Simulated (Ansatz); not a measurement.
Clamped-ion strain scan in YSb

These are results of Ansatz 0.2.0, DFT r2SCAN, scalar-relativistic, plane waves, PAW, not measurements. Cutoff 500 eV, Γ-centred 14×14×14 k-points, Gaussian smearing of 0.15 eV. No spin polarisation. Energies are free energies at this smearing, counted from the undisturbed cell; pressure is positive in compression.

Zero of the scan (as given, not relaxed at this level; it stands at 0.6 GPa, and it needn't be the usual structure):

```yaml
crystal:
  lattice:
    - [0.00000, 3.09500, 3.09500]
    - [3.09500, 0.00000, 3.09500]
    - [3.09500, 3.09500, 0.00000]
  atoms:
    - { symbol: Y, position: [0.50000, 0.50000, 0.50000] }
    - { symbol: Sb, position: [0.00000, 0.00000, 0.00000] }
```

The cell is strained by ε times the Voigt pattern (0, 0, 0, 0, 1, 0) (xx, yy, zz, yz, xz, xy; engineering shear) with fractional coordinates fixed. The cell is metallic on the mesh throughout.

```tsv
ε	ΔE (meV/atom)	stress summed along the pattern (GPa, tension positive)	pressure (GPa)
-0.0600	9.6	-1.70	0.6
-0.0300	2.4	-0.86	0.6
0.0000	0.0	0.00	0.6
0.0075	?	?	0.6
0.0150	?	0.43	0.6
0.0225	1.4	0.64	0.6
0.0375	3.8	1.07	0.6
0.0450	5.4	1.28	0.6
0.0525	7.3	1.49	0.6
```

By symmetry 0.0600 repeats -0.0600, -0.0450 repeats 0.0450, 0.0300 repeats -0.0300, -0.0150 repeats 0.0150 in energy, with the opposite slope along the path.

Problem. Give the withheld values.

Solution. ΔE (meV/atom) at ε = 0.0075: 0.2; stress summed along the pattern (GPa, tension positive) at ε = 0.0075: 0.21; ΔE (meV/atom) at ε = 0.0150: 0.6.